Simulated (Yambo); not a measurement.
Yambo run on Rb2YAgF6 (space group Fm-3m, No. 225). The wavefunctions are norm-conserving PBEsol (Quantum ESPRESSO, 84 Ry, no spin-orbit coupling) ones on a 2×2×2 mesh (45 occupied bands); a = 6.425 Å, b = 6.425 Å, c = 6.425 Å, α = 60.00°, β = 60.00°, γ = 60.00°.

Yambo input:

```
rim_cut
HF_and_locXC
RandQpts= 1000000
RandGvec= 1 Ry
EXXRLvcs= 84 Ry
VXCRLvcs= 336 Ry
% QPkrange
 1 | 1 | 45 | 46 |
 2 | 2 | 45 | 46 |
 3 | 3 | 45 | 46 |
%
```

k points by index: 1 = Γ, 2 = L, 3 = X.

Table of the .hf output:

```
#    K-point    Band    Eo [eV]    Ehf [eV]    Vxc [eV]    Vnlxc [eV]
#
    1    45    -0.270714    -7.139911    -24.74439    -31.61359
    1    46    2.680764    7.108069    -9.887458    -5.460153
    2    45    0.000000    -6.898684    -25.19097    -32.08965
    2    46    4.201602    8.931194    -12.62146    -7.891869
    3    45    -0.226499    -7.121030    -24.72214    -31.61667
    3    46    4.059227    9.241904    -12.59246    -7.409779
```
Exchange alone, without screening.

Geometry of the Materials Project entry, not relaxed at this level.

The structure is a Materials Project entry; no match was found in the copy of COD used, and its stability was not checked.
